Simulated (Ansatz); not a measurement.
Problem. Hill shear modulus from PBEsol minus that from r²SCAN (% of the latter), each on its own relaxed cell (Ansatz, an electronic-structure program, plane waves, PAW; no spin–orbit coupling, no Hubbard U), over 24 phases of the class «halides»: what sign and size do you expect?

Solution. Mean -4 %, median -6 %, mean absolute 8 %; eight in ten lie between -10 and 0 %, and 8 % are above zero.

Some cases that may be named, with their rank among the 24 from the lowest: NaF, rock salt -11 % (rank 3); KMgF3, cubic perovskite -9 % (rank 5); LuF3, P-3c1 (Lu on 6f, F on 2a, F on 4d, F on 12g) -7 % (rank 12); MnF2, rutile -5 % (rank 15); CsPbCl3, cubic perovskite -5 % (rank 16); Cs2AgBiBr6, Fm-3m (Bi on 4a, Ag on 4b, Cs on 8c, Br on 24e) -1 % (rank 19).

The phases are those computed here (of each formula those with measured values and the lowest at some level), not a balanced benchmark, and neither functional is the truth. Pairs that end in unlike spin orders or unlike minima (c/a over 6 % apart, 30 % for weakly bound crystals), magnets with 4f shells, solids of gases and phases set aside for tests are left out, and so are metals.

1 of the phases carry moments, in the orders computed and without U.

Spin orders computed, not proven ground states: MnF2, rutile with PBEsol antiferromagnetic; MnF2, rutile with r²SCAN antiferromagnetic. Not the usual ambient phase: CsPbCl3, cubic perovskite. Standing as an ambient phase not checked: LuF3, P-3c1 (Lu on 6f, F on 2a, F on 4d, F on 12g). All cells were relaxed under the symmetry of their starts (and spin orders); stability against distortions was not tested throughout. Cells of antiferromagnets are given as chemical subcells. Named crystals with no word on spin ran without spin polarisation. No Hubbard U is applied. Spin–orbit coupling is left out wherever it is not named.

Potentials: the later of the program's two PAW sets.

Ansatz is a plane-wave DFT program.
